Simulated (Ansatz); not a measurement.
# Property card for Au₂S

Au2S:
```
CELL_PARAMETERS angstrom
      5.27854     0.00000     0.00000
      0.00000     5.27854     0.00000
      0.00000     0.00000     5.27854
ATOMIC_POSITIONS crystal
  S  0.00000 0.00000 0.00000
  S  0.50000 0.50000 0.50000
  Au 0.25000 0.25000 0.75000
  Au 0.25000 0.75000 0.25000
  Au 0.75000 0.75000 0.75000
  Au 0.75000 0.25000 0.25000
```

Space group Pn-3m (No. 224); conventional cell a = b = c = 5.279 Å, α = β = γ = 90.00°.

Method: r²SCAN (plane waves, PAW; program Ansatz). Geometry: relaxed at this level of theory. Other levels are named where they apply.

Cell and energy:

- Volume per atom = 24.51 Å³
- Density = 9.62 g/cm³
- Formation energy from the elements (no fitted shifts) = -0.11 eV/atom

Electronic structure:

- Band gap: 2.44 eV (direct)
- Valence-band maximum: at Γ
- Conduction-band minimum: at Γ

The workflow started from a Materials Project entry (that database holds measured and hypothetical structures alike); the Crystallography Open Database files this formula in space group No. 224, but the cells were not matched. Its standing as an ambient phase is unchecked. Symmetry was held in the r²SCAN relaxation; its stability against distortions is not shown here. The references are the lowest solids computed at this level, not always the standard phases. Scalar-relativistic: spin–orbit coupling is off unless named, which matters more the heavier the elements.

Potentials: the earlier of the program's two PAW sets. The files were generated under PBE; for other functionals the program regenerates the frozen cores, and for LDA and PBEsol the local potential too.
